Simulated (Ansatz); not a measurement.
Stress against strain in ZrHg3

```
CELL_PARAMETERS angstrom
4.36520 0.00000 0.00000
0.00000 4.36520 0.00000
0.00000 0.00000 4.36520
ATOMIC_POSITIONS crystal
Zr 0.00000 0.00000 0.00000
Hg 0.00000 0.50000 0.50000
Hg 0.50000 0.00000 0.50000
Hg 0.50000 0.50000 0.00000
```

Atoms are numbered in the order listed.

The cell is COD entry 1522700, as deposited and not checked against the literature; nothing was relaxed.

Spin–orbit coupling is left out, though it moves levels of the heavy atoms by tenths of an eV or more.

All numbers below come from Ansatz 0.2.0, DFT, PBEsol, all-electron LAPW, scalar-relativistic.

The runs use a Γ-centred 8×8×8 k mesh, Fermi–Dirac smearing of 0.05 eV, basis error target 0.5 meV/atom, no spin polarisation.

The strain is applied along the Cartesian axes of the cell as listed (the other components stay zero). Fractional coordinates are held (clamped ions).

σ is the change of stress from the unstrained cell, which is at -0.24 GPa; tension is positive, so slopes are stress–strain coefficients at that pressure. In a metal the k mesh adds noise.

Only quantities that a quadratic follows smoothly over the whole series are listed; rougher ones are left out.

| εzz | σzz (GPa) | σxx (GPa) |
| --- | --- | --- |
| -0.0200 | -2.14 | -2.17 |
| 0.0000 | 0.00 | 0.00 |
| 0.0100 | 0.95 | 0.99 |
| 0.0200 | 1.96 | 1.84 |

**Question.** Fit the series and read off the stiffness at zero strain.

**Answer.** Least-squares fits y = p0 + p1 x + p2 x² to the rows give σzz (GPa): p1 = 102, p2 = -180; σxx (GPa): p1 = 100, p2 = -440. So C11 = 102 GPa and C12 = 100 GPa, which gives B = (C11 + 2 C12)/3 = 101 GPa.

**Question.** One run, at εzz = -0.0100, is withheld. Predict its row.

**Answer.** The fits give -1.06, -1.04; the run gave -0.99, -1.07.
